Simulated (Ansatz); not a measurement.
Ge2Pt in space group I4/mcm (No. 140; Ge on 8h, Pt on 4a) at seven volumes, the program Ansatz at the PBE level (PAW), shape and atoms relaxed at each. One row is withheld.

| V (Å³/atom) | P (GPa) |
|---|---|
| 15.939 | 13.87 |
| 16.464 | 8.39 |
| 16.990 | 3.81 |
| 17.515 | 0.00 |
| 18.040 | -3.11 |
| 18.566 | -5.70 |
| 19.091 | ? |

Task: Fit the shown pressures and predict the withheld one.

Result: P = (3/2)B₀(x^(7/2) − x^(5/2))[1 + (3/4)(B′ − 4)(x − 1)] with x = (V₀/V)^(2/3). Least squares on the six rows gives V₀ = 17.518 Å³/atom, B₀ = 115 GPa, B′ = 5.27. At V = 19.091, x = 0.9443 and P = -7.89 GPa. The run itself gave -7.86 GPa.

The cell is a constructed one: a structure type filled with these elements; neither database checked (COD, Materials Project) lists it. COD files the formula under space group No. 58, so this cell is another polymorph or a model. Whether it is the stable phase at ambient conditions was not checked. The PBE relaxation kept the symmetry of its start; its stability against distortions is not shown here. The run is not spin-polarised. Scalar-relativistic: spin–orbit coupling is off unless named, which matters more the heavier the elements.

Potentials: the later of the program's two PAW sets.
